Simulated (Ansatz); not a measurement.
Data:

MgAu:
```
MgAu
1.0
    3.21824     0.00000     0.00000
    0.00000     3.21824     0.00000
    0.00000     0.00000     3.21824
Mg Au
1 1
Cartesian
  1.60912   1.60912   1.60912
  0.00000   0.00000   0.00000
```

This is the LDA-relaxed structure.

**Question.** All from DFT-LDA in the program Ansatz with PAW potentials, unless another level is named. Give the Poisson's ratio.

**Answer.** 0.34.

**Question.** And the elastic constants (relaxed ions, GPa)?

**Answer.** C11 = 123, C12 = 92.9, C44 = 62.6.

Space group Pm-3m (CsCl type). The workflow started from a Materials Project entry (that database holds measured and hypothetical structures alike); the Crystallography Open Database files this formula in space group No. 221, but the cells were not matched. Whether it is the stable phase at ambient conditions was not checked. The cell was relaxed with LDA under the symmetry of its start; of distortions, only those at the zone centre were tested. As this level gives no gap, shear constants depend on the k-mesh and smearing (Fermi–Dirac, 0.1 eV here). Scalar-relativistic: spin–orbit coupling is off unless named, which matters more the heavier the elements.

Potentials: the later of the program's two PAW sets.
